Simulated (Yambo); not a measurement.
```
MgTe
1.0
    0.00000     3.21929     3.21929
    3.21929     0.00000     3.21929
    3.21929     3.21929     0.00000
Mg Te
1 1
Cartesian
  0.00000   0.00000   0.00000
  1.60965   1.60965   1.60965
```

MgTe (zinc blende, space group F-43m, No. 216): mean Im ε in 1 eV windows above the direct gap of 3.82 eV, for different electron-hole kernels (Yambo, broadening 0.15 eV, PBE (Quantum ESPRESSO, PseudoDojo norm-conserving, 84 Ry, without SOC) bands; 6×6×6 mesh, 3 valence and 7 conduction bands, static screening with 36 bands and a 4 Ry block, scissor 1.36 eV, Tamm-Dancoff; field along x).

```tsv
window (eV)	independent quasiparticles	RPA (no attraction)	BSE
3.8 to 4.8	1.8	1.4	9.2
4.8 to 5.8	8.0	5.6	11
5.8 to 6.8	10	8.4	4.9
6.8 to 7.8	9.1	5.5	5.8
7.8 to 8.8	5.3	5.8	2.3
8.8 to 9.8	2.1	3.5	1.6
```

This run doesn't resolve bound excitons or single peaks, so only averages are given, and they too depend on the mesh; weight that the attraction moves below the gap isn't listed. All transitions below 11.74 eV are in the band window. The scissor comes from a G0W0 run whose convergence isn't established.

Without spin-orbit coupling, band edges of such heavy elements can be off by tenths of an eV.

Bands and orbitals come from the standard potentials; the scissor and the G0W0 gaps come from a run at the same geometry on the stringent ones, which hold whole semicore shells in the valence.

Geometry relaxed with PBEsol.

This is not the ordinary phase of the substance; no match was found in the copy of COD used, and its stability was not checked.
